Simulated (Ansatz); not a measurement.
Data:

ZrAg:
```yaml
crystal:
  lattice:
    - [0.00000, 2.79219, 2.79219]
    - [2.79219, 0.00000, 2.79219]
    - [2.79219, 2.79219, 0.00000]
  atoms:
    - { symbol: Ag, position: [0.00000, 0.00000, 0.00000] }
    - { symbol: Zr, position: [0.50000, 0.50000, 0.50000] }
```

This is the PBEsol-relaxed structure.

Q: All from PBEsol (plane waves, PAW; program Ansatz), unless another level is named. Predict the formation energy from the elements (no fitted shifts).

A: 465 meV/atom.

Q: Give the density of states at the Fermi level.

A: 1.4 states/eV per atom (mean over ±0.08 eV).

Space group Fm-3m (rock salt). The start of the workflow was typed in or built on a structure type; neither database checked (COD, Materials Project) lists it. COD files the formula under space group No. 129. Whether it is the stable phase at ambient conditions was not checked. The PBEsol relaxation kept the symmetry of its start. At this level the phase is mechanically unstable. No spin polarisation was allowed. Its formation energy is positive at this level, so the cell may be metastable or incomplete. The references are the lowest solids computed at this level, not always the standard phases. Scalar-relativistic: spin–orbit coupling is off unless named, which matters more the heavier the elements.

Potentials: the earlier of the program's two PAW sets. The files were generated under PBE; for other functionals the program regenerates the frozen cores, and for LDA and PBEsol the local potential too.
